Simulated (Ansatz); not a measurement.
FeS₂ (pyrite type, space group Pa-3)

```yaml
crystal:
  lattice:
    - [5.40354, 0.00000, 0.00000]
    - [0.00000, 5.40354, 0.00000]
    - [0.00000, 0.00000, 5.40354]
  atoms:
    - { symbol: Fe, position: [0.00000, 0.00000, 0.00000] }
    - { symbol: Fe, position: [0.50000, 0.50000, 0.00000] }
    - { symbol: Fe, position: [0.00000, 0.50000, 0.50000] }
    - { symbol: Fe, position: [0.50000, 0.00000, 0.50000] }
    - { symbol: S, position: [0.38261, 0.38261, 0.38261] }
    - { symbol: S, position: [0.88261, 0.11739, 0.61739] }
    - { symbol: S, position: [0.61739, 0.88261, 0.11739] }
    - { symbol: S, position: [0.11739, 0.61739, 0.88261] }
    - { symbol: S, position: [0.61739, 0.61739, 0.61739] }
    - { symbol: S, position: [0.11739, 0.88261, 0.38261] }
    - { symbol: S, position: [0.38261, 0.11739, 0.88261] }
    - { symbol: S, position: [0.88261, 0.38261, 0.11739] }
```

The slice is a {210} plane (indices of the conventional cell) through the point (0.000, 0.000, 0.000) (fractional), spanned by u = [100] and v = [021] in vectors of this cell: u (5.40 Å) and v (12.08 Å, at 90° to u). It covers one period; positions are fractions (u, v).

Computed with PBE (plane waves to 420 eV, PAW, scalar-relativistic; Ansatz, a program for electronic structure). k mesh 5×5×5. Inside the PAW spheres the values are not all-electron values, and peaks at nuclei hang on which shells count as valence. FeS2 is run without spin polarisation. FeS2 was relaxed with its symmetry unable to fall. The PAW data are Ansatz's earlier set.

Task: Predict the map of the electron localisation function (ELF) on the slice.

Result: 
```
|4422113344557777882233|
|1144551100114455441111|
|9999886611001111000033|
|8822448833224455220044|
|9988888822338899660033|
|7799883300448899661111|
|1122220000114455221111|
|3311000000000000004466|
|9933000011110011668899|
|88440000111111339955xx|
|8844111122445500998833|
|8888885511xxxx11558888|
|8833889900554422111144|
|88xx559933111111000044|
|9999886611001111000033|
|3366440000000000000011|
|1111112255441100002222|
|7711116699884400338899|
|9933006699883322888888|
|8844002255442233884422|
|9933000011110011668899|
|1111114455441100115544|
|4433228877775544331122|
|xx55118877888877881155|
```
Scale: ten equal steps from 0.05 (start of '0') to 0.89 (end of '9'), in the order '0123456789'. Values: electron localisation function (ELF). The map has 11 points along u (two characters each, u = 0 at the left) and 24 along v (v = 0 in the bottom row). Points within 0.4 Å of a nucleus are blanked (x), as the pseudised field means little there.
